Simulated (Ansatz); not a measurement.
Data:

Os:
```xyz
1
Lattice="0.0000 1.9159 1.9159 1.9159 0.0000 1.9159 1.9159 1.9159 0.0000" Properties=species:S:1:pos:R:3 pbc="T T T"
Os     0.0000     0.0000     0.0000
```

This is the r²SCAN-relaxed structure.

**Question.** All from DFT-r²SCAN in the program Ansatz with PAW potentials, unless another level is named. Give the Poisson's ratio.

**Answer.** 0.25.

**Question.** Give the elastic constants (relaxed ions, GPa).

**Answer.** C11 = 642, C12 = 309, C44 = 342.

Space group Fm-3m (fcc (Cu type)). The cell is a constructed one: a structure type filled with these elements; the Crystallography Open Database files this formula in space group No. 225, but the cells were not matched. It is not the phase usual at ambient conditions (space group No. 194). The r²SCAN relaxation kept the symmetry of its start; its stability against distortions is not shown here. The run is not spin-polarised. As this level gives no gap, shear constants depend on the k-mesh and smearing (Fermi–Dirac, 0.1 eV here). Spin–orbit coupling is left out wherever it is not named.

Potentials: the later of the program's two PAW sets.
